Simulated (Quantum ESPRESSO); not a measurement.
GaInAl2P4, finding a planted mistake in a log

Computed values, not a measurement. The program is pw.x of Quantum ESPRESSO 7.5 (plane-wave density functional theory). The cell is made up: 8 atoms on a zincblende/diamond lattice, with randomly drawn elements, strain and displacements, not relaxed. PseudoDojo standard norm-conserving files (v0.5 for PBE, v0.4.1 for LDA and PBEsol) set the functional; there is no spin polarisation, spin-orbit coupling or dispersion term, and the masses in the input are unused placeholders.

Intended input:

```
&control calculation='scf', pseudo_dir='./dojo.nc.sr.pbe.v0_5.standard.upf', outdir='./o', disk_io='medium', tprnfor=.true., tstress=.true. /
&system ibrav=0, nat=8, ntyp=4, nbnd=32, ecutwfc=79.96652505, nosym=.true., tot_charge=0,
 occupations='smearing', smearing='fd', degauss=0.0018374661
/
&electrons conv_thr=7.350e-09, electron_maxstep=60, /
ATOMIC_SPECIES
Al 1.0 Al.upf
Ga 1.0 Ga.upf
In 1.0 In.upf
P 1.0 P.upf
CELL_PARAMETERS angstrom
5.6735 0.0 0.0
0.0 5.6735 0.0
0.0 0.0 5.6735
ATOMIC_POSITIONS angstrom
Ga 0.0616 0.0061 -0.0024
In 0.1079 2.7266 2.8604
Al 2.7998 -0.0699 2.8281
Al 2.9189 2.8532 0.0709
P 1.4913 1.4567 1.4016
P 1.4214 4.2572 4.2477
P 4.2213 1.3712 4.2977
P 4.2609 4.1632 1.3641
K_POINTS automatic
4 4 4 1 1 1
```

The log is shortened where brackets say so; the opening notice, blank lines, dates and the lines on written files are dropped, and the path of the files is cut. It prints rydbergs, bohrs and kilobars, and counts compression as positive stress.

Log of the intended run:

```
     Program PWSCF v.7.5
     Parallel version (MPI & OpenMP), running on       1 processor cores
     Number of MPI processes:                 1
     Threads/MPI process:                     1
     [start-up lines left out]
     bravais-lattice index     =            0
     lattice parameter (alat)  =      10.7214  a.u.
     unit-cell volume          =    1232.3946 (a.u.)^3
     number of atoms/cell      =            8
     number of atomic types    =            4
     number of electrons       =        52.00
     number of Kohn-Sham states=           32
     kinetic-energy cutoff     =      79.9665  Ry
     charge density cutoff     =     319.8661  Ry
     scf convergence threshold =      7.3E-09
     mixing beta               =       0.7000
     number of iterations used =            8  plain     mixing
     Exchange-correlation= PBE
                           (   1   4   3   4   0   0   0)
     [axes and pseudopotential details left out]
   Cartesian axes
     site n.     atom                  positions (alat units)
         1        Ga     tau(   1) = (   0.0108575   0.0010752  -0.0004230  )
         2        In     tau(   2) = (   0.0190182   0.4805852   0.5041685  )
         3        Al     tau(   3) = (   0.4934873  -0.0123204   0.4984754  )
         4        Al     tau(   4) = (   0.5144796   0.5028994   0.0124967  )
         5        P      tau(   5) = (   0.2628536   0.2567551   0.2470433  )
         6        P      tau(   6) = (   0.2505332   0.7503657   0.7486913  )
         7        P      tau(   7) = (   0.7440381   0.2416850   0.7575042  )
         8        P      tau(   8) = (   0.7510179   0.7337975   0.2404336  )
     number of k points=    32  Fermi-Dirac smearing, width (Ry)=  0.0018
                       cart. coord. in units 2pi/alat
        k(    1) = (   0.1250000   0.1250000   0.1250000), wk =   0.0625000
        k(    2) = (   0.1250000   0.1250000   0.3750000), wk =   0.0625000
     [further k points left out]
     Dense  grid:   119177 G-vectors     FFT dimensions: (  64,  64,  64)
     Estimated max dynamical RAM per process >     153.50 MB
     Initial potential from superposition of free atoms
     starting charge      51.9880, renormalised to      52.0000
     Starting wfcs are   42 randomized atomic wfcs
     total cpu time spent up to now is       13.7 secs
     per-process dynamical memory:    99.0 Mb
     Self-consistent Calculation
     iteration #  1     ecut=    79.97 Ry     beta= 0.70
     Davidson diagonalization with overlap
     ethr =  1.00E-02,  avg # of iterations =  4.0
     Threshold (ethr) on eigenvalues was too large:
     Diagonalizing with lowered threshold
     Davidson diagonalization with overlap
     ethr =  6.97E-04,  avg # of iterations =  2.0
     total cpu time spent up to now is       66.2 secs
     total energy              =    -350.64765467 Ry
     estimated scf accuracy    <       0.37261457 Ry
     iteration #  2     ecut=    79.97 Ry     beta= 0.70
     Davidson diagonalization with overlap
     ethr =  7.17E-04,  avg # of iterations =  2.2
     total cpu time spent up to now is       95.9 secs
     total energy              =    -350.73698015 Ry
     estimated scf accuracy    <       0.09175670 Ry
     [iterations 3 to 8 left out]
     iteration #  9     ecut=    79.97 Ry     beta= 0.70
     Davidson diagonalization with overlap
     ethr =  1.55E-10,  avg # of iterations =  4.8
     total cpu time spent up to now is      304.6 secs
     total energy              =    -350.75564242 Ry
     estimated scf accuracy    <       0.00000003 Ry
     iteration # 10     ecut=    79.97 Ry     beta= 0.70
     Davidson diagonalization with overlap
     ethr =  5.80E-11,  avg # of iterations =  2.0
     total cpu time spent up to now is      332.3 secs
     End of self-consistent calculation
     [lines on levels left out]
!    total energy              =    -350.75564243 Ry
     estimated scf accuracy    <          1.3E-09 Ry
     smearing contrib. (-TS)   =      -0.00000000 Ry
     internal energy E=F+TS    =    -350.75564243 Ry
     The total energy is F=E-TS. E is the sum of the following terms:
     one-electron contribution =    -162.84497556 Ry
     hartree contribution      =     112.56315811 Ry
     xc contribution           =    -102.62282273 Ry
     ewald contribution        =    -197.85100225 Ry
     convergence has been achieved in  10 iterations
     Forces acting on atoms (cartesian axes, Ry/au):
     atom    1 type  2   force =    -0.01659545   -0.00295524    0.00096146
     atom    2 type  3   force =    -0.05275800    0.02018474    0.01331804
     atom    3 type  1   force =     0.02232649    0.00715991   -0.00636213
     atom    4 type  1   force =    -0.02324864   -0.01279480   -0.04374650
     atom    5 type  4   force =     0.03863003   -0.06387705   -0.03809416
     atom    6 type  4   force =     0.03941928    0.01838515    0.04144821
     atom    7 type  4   force =    -0.01729305   -0.02322996    0.01022422
     atom    8 type  4   force =     0.00951935    0.05712726    0.02225085
     Total force =     0.149290     Total SCF correction =     0.000086
     Computing stress (Cartesian axis) and pressure
          total   stress  (Ry/bohr**3)                   (kbar)     P=      -11.19
  -0.00007635   0.00004692  -0.00003916          -11.23        6.90       -5.76
   0.00004692  -0.00008579   0.00010657            6.90      -12.62       15.68
  -0.00003916   0.00010657  -0.00006603           -5.76       15.68       -9.71
     init_run     :     12.00s CPU     13.45s WALL (       1 calls)
     electrons    :    303.27s CPU    318.66s WALL (       1 calls)
     forces       :      4.68s CPU      4.77s WALL (       1 calls)
     stress       :     16.98s CPU     17.83s WALL (       1 calls)
     [timing details left out]
     PWSCF        :   5m37.28s CPU   5m55.50s WALL
     JOB DONE.
```

A second run was made from an input with one planted mistake. Its log:

```
     Program PWSCF v.7.5
     Parallel version (MPI & OpenMP), running on       1 processor cores
     Number of MPI processes:                 1
     Threads/MPI process:                     1
     [start-up lines left out]
     bravais-lattice index     =            0
     lattice parameter (alat)  =      10.9026  a.u.
     unit-cell volume          =    1295.9509 (a.u.)^3
     number of atoms/cell      =            8
     number of atomic types    =            4
     number of electrons       =        52.00
     number of Kohn-Sham states=           32
     kinetic-energy cutoff     =      79.9665  Ry
     charge density cutoff     =     319.8661  Ry
     scf convergence threshold =      7.3E-09
     mixing beta               =       0.7000
     number of iterations used =            8  plain     mixing
     Exchange-correlation= PBE
                           (   1   4   3   4   0   0   0)
     [axes and pseudopotential details left out]
   Cartesian axes
     site n.     atom                  positions (alat units)
         1        Ga     tau(   1) = (   0.0108503   0.0010746  -0.0004160  )
         2        In     tau(   2) = (   0.0190141   0.4805872   0.5041599  )
         3        Al     tau(   3) = (   0.4934829  -0.0123236   0.4984747  )
         4        Al     tau(   4) = (   0.5144729   0.5028946   0.0124970  )
         5        P      tau(   5) = (   0.2628523   0.2567511   0.2470448  )
         6        P      tau(   6) = (   0.2505287   0.7503553   0.7486914  )
         7        P      tau(   7) = (   0.7440288   0.2416889   0.7574964  )
         8        P      tau(   8) = (   0.7510140   0.7338025   0.2404409  )
     number of k points=    32  Fermi-Dirac smearing, width (Ry)=  0.0018
                       cart. coord. in units 2pi/alat
        k(    1) = (   0.1250000   0.1250000   0.1250000), wk =   0.0625000
        k(    2) = (   0.1250000   0.1250000   0.3750000), wk =   0.0625000
     [further k points left out]
     Dense  grid:   125039 G-vectors     FFT dimensions: (  64,  64,  64)
     Estimated max dynamical RAM per process >     160.03 MB
     Initial potential from superposition of free atoms
     starting charge      51.9880, renormalised to      52.0000
     Starting wfcs are   42 randomized atomic wfcs
     total cpu time spent up to now is       16.4 secs
     per-process dynamical memory:   102.3 Mb
     Self-consistent Calculation
     iteration #  1     ecut=    79.97 Ry     beta= 0.70
     Davidson diagonalization with overlap
     ethr =  1.00E-02,  avg # of iterations =  4.0
     Threshold (ethr) on eigenvalues was too large:
     Diagonalizing with lowered threshold
     Davidson diagonalization with overlap
     ethr =  6.87E-04,  avg # of iterations =  2.0
     total cpu time spent up to now is       79.2 secs
     total energy              =    -350.63499741 Ry
     estimated scf accuracy    <       0.36561848 Ry
     iteration #  2     ecut=    79.97 Ry     beta= 0.70
     Davidson diagonalization with overlap
     ethr =  7.03E-04,  avg # of iterations =  2.1
     total cpu time spent up to now is      113.7 secs
     total energy              =    -350.72437390 Ry
     estimated scf accuracy    <       0.09923685 Ry
     [iterations 3 to 8 left out]
     iteration #  9     ecut=    79.97 Ry     beta= 0.70
     Davidson diagonalization with overlap
     ethr =  2.10E-10,  avg # of iterations =  4.5
     total cpu time spent up to now is      338.3 secs
     total energy              =    -350.74394069 Ry
     estimated scf accuracy    <       0.00000005 Ry
     iteration # 10     ecut=    79.97 Ry     beta= 0.70
     Davidson diagonalization with overlap
     ethr =  8.72E-11,  avg # of iterations =  2.0
     total cpu time spent up to now is      365.6 secs
     End of self-consistent calculation
     [lines on levels left out]
!    total energy              =    -350.74394069 Ry
     estimated scf accuracy    <          3.5E-09 Ry
     smearing contrib. (-TS)   =      -0.00000000 Ry
     internal energy E=F+TS    =    -350.74394069 Ry
     The total energy is F=E-TS. E is the sum of the following terms:
     one-electron contribution =    -167.90244434 Ry
     hartree contribution      =     114.15380755 Ry
     xc contribution           =    -102.43260621 Ry
     ewald contribution        =    -194.56269769 Ry
     convergence has been achieved in  10 iterations
     Forces acting on atoms (cartesian axes, Ry/au):
     atom    1 type  2   force =    -0.01586368   -0.00282763   -0.00088170
     atom    2 type  3   force =    -0.04701915    0.01836992    0.01136279
     atom    3 type  1   force =     0.01930653    0.00639503   -0.00481205
     atom    4 type  1   force =    -0.01922117   -0.01130625   -0.03772812
     atom    5 type  4   force =     0.03421835   -0.05669131   -0.03191316
     atom    6 type  4   force =     0.03614633    0.01626079    0.03549738
     atom    7 type  4   force =    -0.01391027   -0.01973506    0.00879784
     atom    8 type  4   force =     0.00634306    0.04953451    0.01967702
     Total force =     0.130656     Total SCF correction =     0.000137
     Computing stress (Cartesian axis) and pressure
          total   stress  (Ry/bohr**3)                   (kbar)     P=      -41.71
  -0.00028312   0.00003353  -0.00002964          -41.65        4.93       -4.36
   0.00003353  -0.00029219   0.00008258            4.93      -42.98       12.15
  -0.00002964   0.00008258  -0.00027540           -4.36       12.15      -40.51
     init_run     :     15.55s CPU     16.17s WALL (       1 calls)
     electrons    :    325.43s CPU    349.22s WALL (       1 calls)
     forces       :      5.38s CPU      5.46s WALL (       1 calls)
     stress       :     20.29s CPU     21.21s WALL (       1 calls)
     [timing details left out]
     PWSCF        :   6m 6.94s CPU   6m32.48s WALL
     JOB DONE.
```

Question: what was wrong in the second input?

Answer: the cell and the positions are scaled by a wrong factor. The input lines that differ, file-writing options aside:

```
- 5.6735 0.0 0.0
+ 5.7694 0.0 0.0
- 0.0 5.6735 0.0
+ 0.0 5.7694 0.0
- 0.0 0.0 5.6735
+ 0.0 0.0 5.7694
- Ga 0.0616 0.0061 -0.0024
+ Ga 0.0626 0.0062 -0.0024
- In 0.1079 2.7266 2.8604
+ In 0.1097 2.7727 2.9087
- Al 2.7998 -0.0699 2.8281
+ Al 2.8471 -0.0711 2.8759
- Al 2.9189 2.8532 0.0709
+ Al 2.9682 2.9014 0.0721
- P 1.4913 1.4567 1.4016
+ P 1.5165 1.4813 1.4253
- P 1.4214 4.2572 4.2477
+ P 1.4454 4.3291 4.3195
- P 4.2213 1.3712 4.2977
+ P 4.2926 1.3944 4.3703
- P 4.2609 4.1632 1.3641
+ P 4.3329 4.2336 1.3872
```

|  | intended run | run with the mistake |
| --- | --- | --- |
| free energy (eV) | -4772.274 | -4772.114 |
| smearing term -TS (eV) | 0.0000 | 0.0000 |
| pressure (GPa) | -1.12 | -4.17 |
| largest force component (eV/Å) | 1.642 | 1.458 |
| largest change of a force component (eV/Å) |  | 0.195 |
| iterations | 10 | 10 |

For scale, a rerun of the intended cell at 1377 eV and a 6 x 6 x 6 mesh moved values by no more than 0.006 eV in energy, 0.02 GPa in stress and 0.002 eV/Å in force.